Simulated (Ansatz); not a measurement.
Level of theory: DFT PBE, scalar-relativistic, plane waves, PAW in Ansatz. Settings: cutoff 420 eV, Γ-centred meshes spaced at most about 0.3 Å⁻¹, and about 0.25 Å⁻¹ or finer for metals (2π included), Gaussian smearing. No spin polarisation in the final relaxations.

All energies are static (0 K, no zero-point motion).

Two relaxed structures of ZnH:

1.

Space group Pm-3m (No. 221). a = 2.704 Å, b = 2.704 Å, c = 2.704 Å, α = 90.00°, β = 90.00°, γ = 90.00°
```
atom  site  symmetry       x       y       z
  Zn    1b      m-3m  0.5000  0.5000  0.5000
   H    1a      m-3m  0.0000  0.0000  0.0000
```

2.

Space group F-43m (No. 216). a = 4.432 Å, b = 4.432 Å, c = 4.432 Å, α = 90.00°, β = 90.00°, γ = 90.00°
```json
{"atom": "Zn", "site": "4a", "symmetry": "-43m", "x": "0.0000", "y": "0.0000", "z": "0.0000"}
{"atom": "H", "site": "4d", "symmetry": "-43m", "x": "0.2500", "y": "0.2500", "z": "0.7500"}
```

**Question.** Which form is favoured at zero pressure, and by what margin per atom?

**Answer.** Cell 2 is lower, by 177 meV/atom. Cell 1 has the caesium chloride type, space group Pm-3m (No. 221), 9.9 Å³/atom and no gap on its mesh; cell 2 has the zinc blende type, space group F-43m (No. 216), 10.9 Å³/atom and no gap. Counting H atoms around Zn (those within 1.25 times the shortest such distance or 1.15 times the sum of covalent radii; the shortest distance is added where it is long for a bond), cell 1 has Zn 8 from 2.3 Å and cell 2 has Zn 4. The lower one is the more open, so pressure narrows the difference. Even the lower one lies +0.48 eV/atom against the reference forms of the elements (uncorrected), so neither is stable at this level. In cell 1, around Zn lie 8 H at 2.34 Å and 6 Zn at 2.70 Å; around H lie 8 Zn at 2.34 Å and 6 H at 2.70 Å. In cell 2, Zn has 4 H at 1.92 Å; H has 4 Zn at 1.92 Å. Both come from invented guesses.

With hydrogen, zero-point motion can shift such differences by 10 meV/atom or more. A magnetic state wasn't ruled out in cells without spin, among them Pm-3m, F-43m. Cells relaxed within their symmetry can be saddle points.
